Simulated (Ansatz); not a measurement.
# Data sheet: Zr (DFT)

Zr:
```yaml
crystal:
  lattice:
    - [4.97080, 0.00000, 0.00000]
    - [-2.48540, 4.30484, 0.00000]
    - [0.00000, 0.00000, 3.11171]
  atoms:
    - { symbol: Zr, position: [0.00000, 0.00000, 0.00000] }
    - { symbol: Zr, position: [0.33333, 0.66667, 0.50000] }
    - { symbol: Zr, position: [0.66667, 0.33333, 0.50000] }
```

Space group P6/mmm (No. 191); conventional cell a = b = 4.9708 Å, c = 3.1117 Å, α = β = 90.00°, γ = 120.00°.

Method: the program Ansatz at the PBEsol level (PAW). Geometry: relaxed at this level of theory. Other levels are named where they apply.

**Cell and energy**

```
Property             Result
---------------  ----------
Volume per atom    22.20 Å³
Density          6.82 g/cm³
```

**Electronic structure**

```
Property                                                                    Result
------------------------------------  --------------------------------------------
Electronic character                                             metallic (no gap)
Density of states at the Fermi level  0.89 states/eV per atom (mean over ±0.08 eV)
Gap with spin–orbit coupling                                       none (metallic)
```

**Mechanics**

```
Item                                                                                            Result
--------------------------------------------  --------------------------------------------------------
Bulk modulus (Birch–Murnaghan fit)                                                             102 GPa
Pressure derivative B′                                                                             3.5
Elastic constants (relaxed ions, GPa)         C11 = 173, C12 = 81.1, C13 = 51.1, C33 = 205, C44 = 31.9
Mechanical stability                                            stable (all eigenvalues of C positive)
Hill bulk and shear moduli                                                            102 and 44.1 GPa
Young's modulus                                                                                116 GPa
Poisson's ratio                                                                                   0.31
Debye temperature from the elastic constants                                                     301 K
```

**Phonons**

```
Property                                        Value
-----------------------------  ----------------------
Highest zone-centre frequency                147 cm⁻¹
Zone-centre stability          no imaginary mode at Γ
```

This is a known high-pressure phase of the composition, computed here at zero pressure and temperature. The cell was relaxed with PBEsol under the symmetry of its start. The run is not spin-polarised. As this level gives no gap, shear constants depend on the k-mesh and smearing (Fermi–Dirac, 0.1 eV here). As this level gives no gap, phonon frequencies hold no LO–TO term and depend on the k-mesh and smearing (Fermi–Dirac, 0.1 eV here). Axis ratios of metals converge slowly with the k-mesh, so a and c are less sure than the volume. Spin–orbit coupling is left out wherever it is not named.

Potentials: the later of the program's two PAW sets.
